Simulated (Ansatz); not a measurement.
The relaxed structure here is a generated cell of RbCrSe2: the first start was made by placing the elements on the sites of a structure type, and the end was not matched to a known phase here, so it may be hypothetical.

One starting cell of RbCrSe₂ (a generated trial cell of RbCrSe2 in the AFLOW prototype ABC2_hP8_194_d_a_f (as in AlCr2C)) was relaxed twice with Ansatz (plane waves, PAW, scalar-relativistic): with r2SCAN at 500 eV and with PBE at 420 eV. The r2SCAN result:

```cif
data_Cr2Rb2Se4
_chemical_formula_sum 'Rb2 Se4 Cr2'
_space_group_name_H-M_alt 'P63/mmc'
_space_group_IT_number 194
_space_group_name_Hall '-P 6c 2c'
_cell_length_a 3.85789
_cell_length_b 3.85789
_cell_length_c 15.39983
_cell_angle_alpha 90.000
_cell_angle_beta 90.000
_cell_angle_gamma 120.000
loop_
_atom_site_label
_atom_site_type_symbol
_atom_site_symmetry_multiplicity
_atom_site_Wyckoff_symbol
_atom_site_fract_x
_atom_site_fract_y
_atom_site_fract_z
_atom_site_occupancy
Rb1 Rb 2 d 0.66667 0.33333 0.25000 1
Se1 Se 4 f 0.33333 0.66667 0.08615 1
Cr1 Cr 2 a 0.00000 0.00000 0.00000 1
```

| quantity | r2SCAN | PBE |
|---|---|---|
| space group | P6₃/mmc | P6₃/mmc |
| volume (Å³/atom) | 24.81 | … |
| a (Å) | 3.858 | … |
| c (Å) | 15.400 | … |
| gap (eV, no spin-orbit coupling) | 1.30 | … |
| spin order | ferromagnetic | … |
| net moment (μB/atom) | 0.75 | … |

Task: Fill in the PBE column.

Result: 
- volume (Å³/atom), PBE: 25.17
- a (Å), PBE: 3.888
- c (Å), PBE: 15.380
- gap (eV, no spin-orbit coupling), PBE: 0.93
- spin order, PBE: ferromagnetic
- net moment (μB/atom), PBE: 0.75

Both levels end in the same structure; PBE's volume is 1.4 % larger; its gap is 0.37 eV smaller. Neither column is exact.

Spin states reached: ferromagnetic; spin orders were not searched systematically.

The run could not lose the symmetry of its start, so the end can be a saddle point.

Ansatz is an electronic-structure program.
